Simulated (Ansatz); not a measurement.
InCu (NiAs type, P6_3/mmc) under volume change, the program Ansatz at the PBEsol level (PAW), shape and atoms relaxed at each volume.

```csv
V (Å³/atom),E − E(relaxed) (meV/atom),P (GPa)
16.631,47.7,10.23
17.179,19.8,6.18
17.728,4.6,2.80
18.276,0.0,0.00
18.824,?,?
19.372,?,?
```

**Question.** Fill in the missing entries.

**Answer.** 
- 19.372, E − E(relaxed) (meV/atom): 15.4
- 19.372, P (GPa): -4.23
- 18.824, E − E(relaxed) (meV/atom): 4.1
- 18.824, P (GPa): -2.32

**Question.** What does a third-order Birch–Murnaghan fit give for V₀, B₀ and B′?

**Answer.** V₀ = 18.28 Å³/atom, B₀ = 84.7 GPa, B′ = 5.2.

The first step of the workflow began from a Materials Project structure, measured or hypothetical; the Crystallography Open Database copy checked does not list it. Its standing as an ambient phase is unchecked. The PBEsol relaxation kept the symmetry of its start; its stability against distortions is not shown here. No spin polarisation was allowed.

Potentials: the later of the program's two PAW sets.
